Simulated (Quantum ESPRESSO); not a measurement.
GeZnAl2N4, input and log of a self-consistent run

Computed values, not a measurement. The program is pw.x of Quantum ESPRESSO 7.5 (plane-wave density functional theory). The cell is made up: 8 atoms on a wurtzite lattice, with randomly drawn elements, strain and displacements, not relaxed. PseudoDojo standard norm-conserving files (v0.5 for PBE, v0.4.1 for LDA and PBEsol) set the functional; there is no spin polarisation, spin-orbit coupling or dispersion term, and the masses in the input are unused placeholders.

Input:

```
&control calculation='scf', pseudo_dir='./dojo.nc.sr.pbe.v0_5.standard.upf', outdir='./o', disk_io='medium', tprnfor=.true., tstress=.true. /
&system ibrav=0, nat=8, ntyp=4, nbnd=36, ecutwfc=84.00895049, nosym=.true., tot_charge=0,
 occupations='smearing', smearing='fd', degauss=0.0018374661
/
&electrons conv_thr=7.350e-09, electron_maxstep=60, /
ATOMIC_SPECIES
Al 1.0 Al.upf
Ge 1.0 Ge.upf
N 1.0 N.upf
Zn 1.0 Zn.upf
CELL_PARAMETERS angstrom
3.1994 -0.0047 -0.0336
-0.0081 5.3443 -0.0387
-0.0549 -0.0365 5.1128
ATOMIC_POSITIONS angstrom
Ge -0.0226 0.0303 0.0604
Zn 1.5201 2.6783 0.0055
Al 1.5773 0.8771 2.5666
Al 0.0682 3.5693 2.4217
N -0.0427 0.1294 1.8921
N 1.4995 2.6632 1.8796
N 1.6038 0.8821 4.48
N -0.0851 3.5412 4.4847
K_POINTS automatic
6 4 4 1 1 1
```

The log is shortened where brackets say so; the opening notice, blank lines, dates and the lines on written files are dropped, and the path of the files is cut. It prints rydbergs, bohrs and kilobars, and counts compression as positive stress.

```
     Program PWSCF v.7.5
     Parallel version (MPI & OpenMP), running on       1 processor cores
     Number of MPI processes:                 1
     Threads/MPI process:                     1
     [start-up lines left out]
     bravais-lattice index     =            0
     lattice parameter (alat)  =       6.0463  a.u.
     unit-cell volume          =     589.8509 (a.u.)^3
     number of atoms/cell      =            8
     number of atomic types    =            4
     number of electrons       =        60.00
     number of Kohn-Sham states=           36
     kinetic-energy cutoff     =      84.0090  Ry
     charge density cutoff     =     336.0358  Ry
     scf convergence threshold =      7.3E-09
     mixing beta               =       0.7000
     number of iterations used =            8  plain     mixing
     Exchange-correlation= PBE
                           (   1   4   3   4   0   0   0)
     [axes and pseudopotential details left out]
   Cartesian axes
     site n.     atom                  positions (alat units)
         1        Ge     tau(   1) = (  -0.0070634   0.0094700   0.0188775  )
         2        Zn     tau(   2) = (   0.4750936   0.8370786   0.0017190  )
         3        Al     tau(   3) = (   0.4929710   0.2741297   0.8021678  )
         4        Al     tau(   4) = (   0.0213153   1.1155527   0.7568806  )
         5        N      tau(   5) = (  -0.0133455   0.0404428   0.5913589  )
         6        N      tau(   6) = (   0.4686553   0.8323593   0.5874521  )
         7        N      tau(   7) = (   0.5012533   0.2756924   1.4001838  )
         8        N      tau(   8) = (  -0.0265972   1.1067703   1.4016528  )
     number of k points=    48  Fermi-Dirac smearing, width (Ry)=  0.0018
                       cart. coord. in units 2pi/alat
        k(    1) = (   0.0842857   0.0755409   0.0796691), wk =   0.0416667
        k(    2) = (   0.0859306   0.0766765   0.2361443), wk =   0.0416667
     [further k points left out]
     Dense  grid:    61391 G-vectors     FFT dimensions: (  36,  60,  60)
     Estimated max dynamical RAM per process >      79.46 MB
     Initial potential from superposition of free atoms
     starting charge      59.9941, renormalised to      60.0000
     Starting wfcs are   43 randomized atomic wfcs
     total cpu time spent up to now is       10.2 secs
     per-process dynamical memory:    47.8 Mb
     Self-consistent Calculation
     iteration #  1     ecut=    84.01 Ry     beta= 0.70
     Davidson diagonalization with overlap
     ethr =  1.00E-02,  avg # of iterations =  3.2
     total cpu time spent up to now is       32.4 secs
     total energy              =    -688.29914799 Ry
     estimated scf accuracy    <       2.28857801 Ry
     iteration #  2     ecut=    84.01 Ry     beta= 0.70
     Davidson diagonalization with overlap
     ethr =  3.81E-03,  avg # of iterations =  3.4
     total cpu time spent up to now is       47.8 secs
     total energy              =    -688.93230054 Ry
     estimated scf accuracy    <       2.14893850 Ry
     iteration #  3     ecut=    84.01 Ry     beta= 0.70
     Davidson diagonalization with overlap
     ethr =  3.58E-03,  avg # of iterations =  2.0
     total cpu time spent up to now is       65.7 secs
     total energy              =    -689.30621816 Ry
     estimated scf accuracy    <       0.07108963 Ry
     iteration #  4     ecut=    84.01 Ry     beta= 0.70
     Davidson diagonalization with overlap
     ethr =  1.18E-04,  avg # of iterations =  4.8
     total cpu time spent up to now is       82.6 secs
     total energy              =    -689.32823555 Ry
     estimated scf accuracy    <       0.00510324 Ry
     iteration #  5     ecut=    84.01 Ry     beta= 0.70
     Davidson diagonalization with overlap
     ethr =  8.51E-06,  avg # of iterations =  6.7
     total cpu time spent up to now is      107.9 secs
     total energy              =    -689.32894949 Ry
     estimated scf accuracy    <       0.00364450 Ry
     [iterations 6 to 8 left out]
     iteration #  9     ecut=    84.01 Ry     beta= 0.70
     Davidson diagonalization with overlap
     ethr =  3.31E-08,  avg # of iterations =  3.0
     total cpu time spent up to now is      165.8 secs
     total energy              =    -689.32935004 Ry
     estimated scf accuracy    <       0.00000294 Ry
     iteration # 10     ecut=    84.01 Ry     beta= 0.70
     Davidson diagonalization with overlap
     ethr =  4.90E-09,  avg # of iterations =  2.0
     total cpu time spent up to now is      177.9 secs
     total energy              =    -689.32935000 Ry
     estimated scf accuracy    <       0.00000102 Ry
     iteration # 11     ecut=    84.01 Ry     beta= 0.70
     Davidson diagonalization with overlap
     ethr =  1.70E-09,  avg # of iterations =  2.0
     total cpu time spent up to now is      191.7 secs
     total energy              =    -689.32935010 Ry
     estimated scf accuracy    <       0.00000007 Ry
     iteration # 12     ecut=    84.01 Ry     beta= 0.70
     Davidson diagonalization with overlap
     ethr =  1.15E-10,  avg # of iterations =  3.3
     total cpu time spent up to now is      210.3 secs
     total energy              =    -689.32935013 Ry
     estimated scf accuracy    <       0.00000001 Ry
     iteration # 13     ecut=    84.01 Ry     beta= 0.70
     Davidson diagonalization with overlap
     ethr =  2.33E-11,  avg # of iterations =  2.0
     total cpu time spent up to now is      223.8 secs
     End of self-consistent calculation
     [lines on levels left out]
!    total energy              =    -689.32935013 Ry
     estimated scf accuracy    <          2.8E-09 Ry
     smearing contrib. (-TS)   =       0.00000000 Ry
     internal energy E=F+TS    =    -689.32935013 Ry
     The total energy is F=E-TS. E is the sum of the following terms:
     one-electron contribution =    -501.27128236 Ry
     hartree contribution      =     284.33246505 Ry
     xc contribution           =    -118.00477124 Ry
     ewald contribution        =    -354.38576159 Ry
     convergence has been achieved in  13 iterations
     Forces acting on atoms (cartesian axes, Ry/au):
     atom    1 type  2   force =     0.02582774   -0.06080400   -0.08347949
     atom    2 type  4   force =     0.02483873    0.05156796   -0.02663830
     atom    3 type  1   force =    -0.00721653    0.07053305   -0.00787957
     atom    4 type  1   force =    -0.09968389   -0.01279119    0.07056947
     atom    5 type  3   force =     0.01586132   -0.05216592    0.04800378
     atom    6 type  3   force =     0.08622235   -0.00856270    0.09956140
     atom    7 type  3   force =    -0.03083125   -0.09254387   -0.03488278
     atom    8 type  3   force =    -0.01501848    0.10476668   -0.06525449
     Total force =     0.290478     Total SCF correction =     0.000033
     Computing stress (Cartesian axis) and pressure
          total   stress  (Ry/bohr**3)                   (kbar)     P=       68.98
   0.00027085  -0.00034711   0.00008151           39.84      -51.06       11.99
  -0.00034711   0.00053874   0.00011196          -51.06       79.25       16.47
   0.00008151   0.00011196   0.00059716           11.99       16.47       87.85
     init_run     :      9.26s CPU     10.01s WALL (       1 calls)
     electrons    :    205.00s CPU    214.90s WALL (       1 calls)
     forces       :      2.79s CPU      2.84s WALL (       1 calls)
     stress       :     11.08s CPU     11.18s WALL (       1 calls)
     [timing details left out]
     PWSCF        :   3m48.41s CPU   3m59.43s WALL
     JOB DONE.
```

In other units: free energy -9378.804 eV for the cell, pressure 6.90 GPa, largest force component 2.694 eV/Å. A rerun of a related cell, with the same atoms placed differently, at 1437 eV and a 8 x 6 x 6 mesh moved values by no more than 0.002 eV in energy, 0.03 GPa in stress and 0.003 eV/Å in force.